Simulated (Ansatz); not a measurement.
Property card for Fe

Fe:
```yaml
crystal:
  lattice:
    - [2.42924, 0.00000, 0.00000]
    - [-1.21462, 2.10378, 0.00000]
    - [0.00000, 0.00000, 3.83975]
  atoms:
    - { symbol: Fe, position: [0.33333, 0.66667, 0.25000] }
    - { symbol: Fe, position: [0.66667, 0.33333, 0.75000] }
```

Space group P6_3/mmc (No. 194), hcp (Mg type); conventional cell a = 2.4292 Å, b = 2.4292 Å, c = 3.8398 Å, α = 90.00°, β = 90.00°, γ = 120.00°.

Method: plane-wave PAW PBEsol (Ansatz code). The cell and atoms are relaxed at this level. Other levels are named where they apply.

Cell and energy:

```
Item                  Value
---------------  ----------
Volume per atom     9.81 Å³
Density          9.45 g/cm³
```

Electronic structure:

```
Quantity                                                                    Value
------------------------------------  -------------------------------------------
Electronic character                                            metallic (no gap)
Density of states at the Fermi level  1.2 states/eV per atom (mean over ±0.08 eV)
```

Mechanics:

```
Item                                                                                         Result
--------------------------------------------  -----------------------------------------------------
Bulk modulus (Birch–Murnaghan fit)                                                          324 GPa
Pressure derivative B′                                                                          4.6
Elastic constants (relaxed ions, GPa)         C11 = 599, C12 = 196, C13 = 164, C33 = 671, C44 = 186
Mechanical stability                                         stable (all eigenvalues of C positive)
Hill bulk and shear moduli                                                          324 and 203 GPa
Young's modulus                                                                             504 GPa
Poisson's ratio                                                                                0.24
Debye temperature from the elastic constants                                                  715 K
```

Phonons:

```
Quantity                                       Result
-----------------------------  ----------------------
Highest zone-centre frequency                337 cm⁻¹
Zone-centre stability          no imaginary mode at Γ
```

This is a known high-pressure phase of the composition, computed here at zero pressure and temperature. Symmetry was held in the PBEsol relaxation. The run is not spin-polarised. As this level gives no gap, shear constants depend on the k-mesh and smearing (Fermi–Dirac, 0.1 eV here). As this level gives no gap, phonon frequencies hold no LO–TO term and depend on the k-mesh and smearing (Fermi–Dirac, 0.1 eV here). Axis ratios of metals converge slowly with the k-mesh, so a and c are less sure than the volume. On the denser mesh and wider smearing of the elastic run this cell carries a stress of 0.8 GPa.

Potentials: the later of the program's two PAW sets.
